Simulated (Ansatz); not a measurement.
Sheets of one type (MA2Z4 (prismatic core, outer Z over the empty site)-type), DFT-PBE in the program Ansatz with PAW potentials; HSE06 gaps on those cells.

```csv
layer,a (Å),thickness (Å)
MoAs4Si2,3.618,9.93
WAs4Si2,3.623,9.92
NbAs4Si2,3.682,9.96
VAs4Si2,[?],[?]
```

Task: Fill in the missing entries.

Result: 
- VAs4Si2, a (Å): 3.642
- VAs4Si2, thickness (Å): 9.81

Spin orders computed, not proven ground states: VAs4Si2, MA2Z4 (prismatic core, outer Z over the empty site)-type layer ferromagnetic. Began spin-polarised and lost the moments: NbAs4Si2, MA2Z4 (prismatic core, outer Z over the empty site)-type layer. All cells were relaxed under the symmetry of their starts (and spin orders); stability against distortions was not tested throughout. Rows with no word on spin ran without spin polarisation. Scalar-relativistic: spin–orbit coupling is off unless named, which matters more the heavier the elements. Constructed layers (a layer type filled with these elements): MoAs4Si2, MA2Z4 (prismatic core, outer Z over the empty site)-type layer; WAs4Si2, MA2Z4 (prismatic core, outer Z over the empty site)-type layer; NbAs4Si2, MA2Z4 (prismatic core, outer Z over the empty site)-type layer; VAs4Si2, MA2Z4 (prismatic core, outer Z over the empty site)-type layer.

Potentials: the later of the program's two PAW sets.
